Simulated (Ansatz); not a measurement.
**Calculated electric field gradients for FeSi**

The cell is a COD entry whose atoms were relaxed with PBE, the cell held.

Space group P2_13 (No. 198); a = 4.4670 Å.

```csv
site,Wyckoff,site symmetry,x,y,z
Fe,4a,.3.,0.1355,0.1355,0.1355
Si,4a,.3.,0.8407,0.8407,0.8407
```

One atom of each set is listed.

Level of theory: DFT, LDA, plane waves and PAW, scalar-relativistic, collinear spin, 420 eV cutoff, Γ-centred 10×10×10 k-points, Fermi–Dirac smearing 0.05 eV (Ansatz 0.2.0). Start moments as typed (μB): 3 on each Fe, none on the rest.

C_Q = eQV_zz/h, which is 24.18 MHz for Q = 1 b and V_zz = 10²¹ V/m²; η = (V_xx − V_yy)/V_zz.

(1) What field gradients does the calculation give at each kind of site?

Results:

(1) 

```tsv
site	atoms	first shell	V_zz (10²¹ V/m²)	η	C_Q (MHz)
Fe	4	7 Si at 2.28–2.52 Å, 6 Fe at 2.74 Å	4.99	0.00	–
Si	4	7 Fe at 2.28–2.52 Å, 6 Si at 2.77 Å	-3.36	0.00	–
```

An axis of threefold or higher order runs through Fe and Si, so V_zz lies along it and η is zero.

Fe, Si have no stable isotope with a ground-state quadrupole moment in the table, so no C_Q is given.

At this cell the LDA pressure is -15 GPa, so with LDA the cell would shrink if it were relaxed. With a gap of 0.13 eV under a smearing of 0.05 eV the band edges are partly filled, so small gradients can hang on the smearing and the k-mesh. The start moments die out, and the run ends without spin.
